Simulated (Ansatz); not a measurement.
## Computed scan of one atom of the cell: AlN (wurtzite)

Relaxed AlN (wurtzite):

```
CELL_PARAMETERS angstrom
      3.13030     0.00000     0.00000
     -1.56515     2.71092     0.00000
      0.00000     0.00000     5.01801
ATOMIC_POSITIONS crystal
  Al 0.66667 0.33333 0.00337
  Al 0.33333 0.66667 0.50337
  N  0.66667 0.33333 0.62183
  N  0.33333 0.66667 0.12183
```

Scan: atom 4 (N, nearest neighbour Al at 1.903 Å; its periodic images, 3.1 Å or more away, move with it) is displaced along Cartesian x, direction (1.000, 0.000, 0.000) in Cartesian axes, by s. The other atoms stay.

The numbers are results of PBE (plane waves to 420 eV, PAW, scalar-relativistic; Ansatz, a program for electronic structure), not measurements. k mesh 10×10×6 (Γ-centred), Fermi-Dirac smearing 0.05 eV. The energy includes the smearing's −TS. Stress and pressure are positive under compression. F∥ is the force on the atom along that direction. F⊥ is the part of the force across the line. AlN was relaxed with its symmetry unable to fall. The zero of ΔE is the undisplaced structure.

| s (Å) | ΔE (eV/cell) | |F⊥| (eV/Å) | F∥ (eV/Å) | P (GPa) |
|---|---|---|---|---|
| -0.190 | 0.2777 | 1.092 | 3.013 | 2.28 |
| -0.152 | 0.1758 | 0.691 | 2.359 | 1.45 |
| -0.114 | 0.0980 | 0.386 | 1.739 | 0.81 |
| -0.076 | 0.0433 | 0.170 | 1.145 | 0.35 |
| -0.038 | 0.0108 | 0.043 | 0.568 | 0.08 |
| 0.000 | 0.0000 | 0.000 | 0.000 | -0.01 |
| 0.038 | 0.0108 | 0.043 | -0.568 | 0.08 |
| 0.076 | 0.0433 | 0.170 | -1.145 | 0.35 |
| 0.114 | 0.0980 | 0.386 | -1.739 | 0.81 |
| 0.152 | 0.1758 | 0.691 | -2.359 | 1.45 |
| 0.190 | 0.2777 | 1.092 | -3.013 | 2.28 |

Derived quantities:

```
Quantity                                                                                                                                             Result
--------------------------------------------------------  -------------------------------------------------------------------------------------------------
Energy at s = 0.190 Å                                                                                                                        277.7 meV/cell
Force along the line at s = -0.190 Å                                                                                                              3.01 eV/Å
Symmetry of the curve                                                                                                         even: the same for both signs
Shape of the curve                                                                           a single well with its minimum at or next to zero displacement
Force constant k = d²E/ds² at s = 0 (finite differences)                                                                                         14.9 eV/Å²
Harmonic estimate at the end of the scan                  ½ks² = 269.2 meV/cell against the computed 277.7 meV/cell, so the well is close to harmonic there
```

The 11 points together took roughly 2.2 core-minutes.

(A displaced cell: forces are minus the slopes of the energy, force constants its curvatures, and phonons follow from these.)
